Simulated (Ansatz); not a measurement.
**CaAu5: relaxation (Ansatz)**

Run with:

```bash
ansatz run input.yaml --threads 2 --pin off --max-ram 2560MiB --backend cpu --events-out ev --progress --plain --runs-dir out
```

input.yaml:

```yaml
crystal:
  lattice:
    - [0.0, 3.893807, 3.893807]
    - [3.893807, 0.0, 3.893807]
    - [3.893807, 3.893807, 0.0]
  atoms:
    - { symbol: Au, position: [0.25, 0.25, 0.25] }
    - { symbol: Ca, position: [0.0, 0.0, 0.0] }
    - { symbol: Au, position: [0.625, 0.625, 0.625] }
    - { symbol: Au, position: [0.125, 0.625, 0.625] }
    - { symbol: Au, position: [0.625, 0.625, 0.125] }
    - { symbol: Au, position: [0.625, 0.125, 0.625] }
  symmetry: { tolerance: 0.0003 }
kpoints:
  mp_grid: { grid: [8, 8, 8], shift: [0, 0, 0] }
magnetization:
  spin_polarized: false
scf:
  occupations: { method: fermi_dirac }
  lower_state_search: "off"
hamiltonian:
  pseudopotentials: { kind: paw }
  xc: lda
basis:
  ecutwfc: 420
  fft_grid_basis: typed
relax:
  max_steps: 80
  cell: { p_target: 5.0 }
output:
  forces: true
  stress: true
  eigenvalues: true
  bader: true
  populations: true
  elf: true
  write_potential: true
  volumetric_format: npy
  dos:
    e_range: [-12, 8]
    de: 0.05
    projected: { site_lists: { Au: [Au], Ca: [Ca] } }
checkpoint:
  read: saved_state
```

Origin of the cell: a database entry, scaled a little.

The smearing width isn't typed, so it takes its default of 0.1 eV.

The saved state is a converged single point of the same cell.

Steps («new basis» is an SCF on plane waves selected anew at the same cell):

```csv
step,ΔH (meV/atom),max force component (eV/Å),P (GPa),volume (Å³),SCF iterations,step was
1,0.0,0.087,-6.70,118.07,7,accepted
2,-32.7,0.206,16.54,101.63,8,accepted
3,-67.2,0.026,3.13,109.18,7,accepted
4,-68.5,0.005,4.77,108.06,6,accepted
5,-68.5,0.000,5.01,107.90,5,accepted
6,-68.1,0.000,5.01,107.90,6,new basis
```

Step 1, with forces in eV/Å:

```xyz
6
Lattice="0.000 3.894 3.894 3.894 0.000 3.894 3.894 3.894 0.000" Properties=species:S:1:pos:R:3:forces:R:3 pbc="T T T" step=1
Au    1.947    1.947    1.947    0.000    0.000    0.000
Ca    0.000    0.000    0.000    0.000    0.000    0.000
Au    4.867    4.867    4.867   -0.087   -0.087   -0.087
Au    4.867    2.920    2.920   -0.087    0.087    0.087
Au    2.920    2.920    4.867    0.087    0.087   -0.087
Au    2.920    4.867    2.920    0.087   -0.087    0.087
```

Step 2, with forces in eV/Å:

```xyz
6
Lattice="0.000 3.704 3.704 3.704 0.000 3.704 3.704 3.704 0.000" Properties=species:S:1:pos:R:3:forces:R:3 pbc="T T T" step=2
Au    1.852    1.852    1.852    0.000    0.000    0.000
Ca    0.000    0.000    0.000    0.000    0.000    0.000
Au    4.625    4.625    4.625    0.206    0.206    0.206
Au    4.625    2.783    2.783    0.206   -0.206   -0.206
Au    2.783    2.783    4.625   -0.206   -0.206    0.206
Au    2.783    4.625    2.783   -0.206    0.206   -0.206
```

Step 3, with forces in eV/Å:

```xyz
6
Lattice="0.000 3.794 3.794 3.794 0.000 3.794 3.794 3.794 0.000" Properties=species:S:1:pos:R:3:forces:R:3 pbc="T T T" step=3
Au    1.897    1.897    1.897    0.000    0.000    0.000
Ca    0.000    0.000    0.000    0.000    0.000    0.000
Au    4.740    4.740    4.740   -0.026   -0.026   -0.026
Au    4.740    2.847    2.847   -0.026    0.026    0.026
Au    2.847    2.847    4.740    0.026    0.026   -0.026
Au    2.847    4.740    2.847    0.026   -0.026    0.026
```

Step 4, with forces in eV/Å:

```xyz
6
Lattice="0.000 3.780 3.780 3.780 0.000 3.780 3.780 3.780 0.000" Properties=species:S:1:pos:R:3:forces:R:3 pbc="T T T" step=4
Au    1.890    1.890    1.890    0.000    0.000    0.000
Ca    0.000    0.000    0.000    0.000    0.000    0.000
Au    4.724    4.724    4.724   -0.005   -0.005   -0.005
Au    4.724    2.837    2.837   -0.005    0.005    0.005
Au    2.837    2.837    4.724    0.005    0.005   -0.005
Au    2.837    4.724    2.837    0.005   -0.005    0.005
```

Step 6, with forces in eV/Å:

```xyz
6
Lattice="0.000 3.779 3.779 3.779 0.000 3.779 3.779 3.779 0.000" Properties=species:S:1:pos:R:3:forces:R:3 pbc="T T T" step=6
Au    1.889    1.889    1.889    0.000    0.000    0.000
Ca    0.000    0.000    0.000    0.000    0.000    0.000
Au    4.721    4.721    4.721    0.000    0.000    0.000
Au    4.721    2.836    2.836    0.000    0.000    0.000
Au    2.836    2.836    4.721    0.000    0.000    0.000
Au    2.836    4.721    2.836    0.000    0.000    0.000
```

* Enthalpy lowered by: 68.1 meV/atom
* Volume change: -8.61 %
* Final pressure: 5.01 GPa
* Relaxation steps listed: 6

Caveats: no moments, though an odd count or open d shells may carry them; no spin-orbit coupling, though heavy elements are present; the relaxation held the start's symmetry, so the end may be a saddle point.

Time: 73 s on 2 threads of Arm Neoverse V2 (shared host), peak memory 0.47 GiB, from a saved density.
